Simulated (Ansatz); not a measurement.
## CrAgS2, first-principles data

CrAgS2:
```
CELL_PARAMETERS angstrom
      1.73786     1.00335     6.66519
     -1.73786     1.00335     6.66519
      0.00000    -2.00671     6.66519
ATOMIC_POSITIONS crystal
  Cr 0.00098 0.00098 0.00098
  Ag 0.15357 0.15357 0.15357
  S  0.73406 0.73406 0.73406
  S  0.27279 0.27279 0.27279
```
The run is spin-polarised; directions of the spins, atom by atom: ↑ 0 0 0.

Space group R3m (No. 160); conventional cell a = 3.4757 Å, b = 3.4757 Å, c = 19.9956 Å, α = 90.00°, β = 90.00°, γ = 120.00°.

Method: PBEsol (plane waves, PAW; program Ansatz). Structure relaxed to zero pressure with the same functional. Other levels are named where they apply.

### Cell and energy

- Volume per atom: 17.43 Å³
- Density: 5.33 g/cm³
- Formation energy from the elements (no fitted shifts): -0.47 eV/atom

### Electronic structure

Band gap: 0.48 eV (indirect)
Valence-band maximum: on the Γ–S0 line, 50 % of the way from Γ (k = 0.000, 0.172, -0.172 in fractions of the reciprocal vectors)
Conduction-band minimum: off the standard path, at k = (0.240, -0.344, -0.344) in fractions of the reciprocal vectors
Smallest direct gap on the standard path: 0.81 eV
Electron effective mass: 0.42, 0.45, 6.3 mₑ (principal values)
Hole effective mass: 0.33, 1.8, 1.9 mₑ (principal values)

### Magnetism

* **Magnetic order**: ferromagnetic
* **Net moment**: 0.75 μB per atom

### Mechanics

* **Bulk modulus (Birch–Murnaghan fit)**: 883 kbar
* **Pressure derivative B′**: 4.0

### Charges

- Bader charges = Cr +1.24, Ag +0.36, S -0.83 to -0.77 e

The workflow started from a Materials Project entry (that database holds measured and hypothetical structures alike); the Crystallography Open Database files this formula in space group No. 160, but the cells were not matched. Whether it is the stable phase at ambient conditions was not checked. The cell was relaxed with PBEsol under the symmetry of its start; whether a distortion lowers the energy is not shown. Spin order of the final state: ferromagnetic, chosen from 2 collinear starts compared on coarse meshes (ties went to the first, and starts can fall back to one state), not a proven ground state. No Hubbard U is applied. Point labels and valley counts follow the cell and symmetry of the run, lower than the named group. The references are the lowest solids computed at this level, not always the standard phases. Spin–orbit coupling is left out wherever it is not named.

Potentials: the later of the program's two PAW sets.
